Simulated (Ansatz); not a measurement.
Relaxed candidate structures of CaSnS3:

A. R-3, hexagonal axes (No. 148), hR10; a = b = 6.6555 Å, c = 18.4090 Å, α = β = 90.00°, γ = 120.00°; Ca 6c (0.000, 0.000, 0.358); Sn 6c (0.000, 0.000, 0.157); S 18f (0.352, 0.050, 0.087)

B. Pm-3m (No. 221), cP5, cubic perovskite type; a = b = c = 4.945 Å, α = β = γ = 90.00°; Ca 1a (0.000, 0.000, 0.000); Sn 1b (0.500, 0.500, 0.500); S 3c (0.000, 0.500, 0.500)

Question: Put the candidates in order of energy per atom, lowest first, for PBEsol (plane waves to 420 eV, PAW, scalar-relativistic; Ansatz, a first-principles code).

Answer: A (reference, the lowest among the structures calculated here), B (+0.41 eV/atom)

Question: Which candidates are metallic at this level, and what gaps do the others have?

Answer: No gap: B. A: 1.75 eV (no spin-orbit coupling).

Each run could gain symmetry but not lose that of its start, so entries can be saddle points. From databases, or of a type measured for this composition: R-3, hR10; the others are generated cells (placed on structure types, drawn at random, substituted or restacked) that were not matched to a known phase here. Static energies at zero pressure. No spin polarisation in the result. Gaps of cells over 8 atoms come from the SCF mesh and high-symmetry points alone.
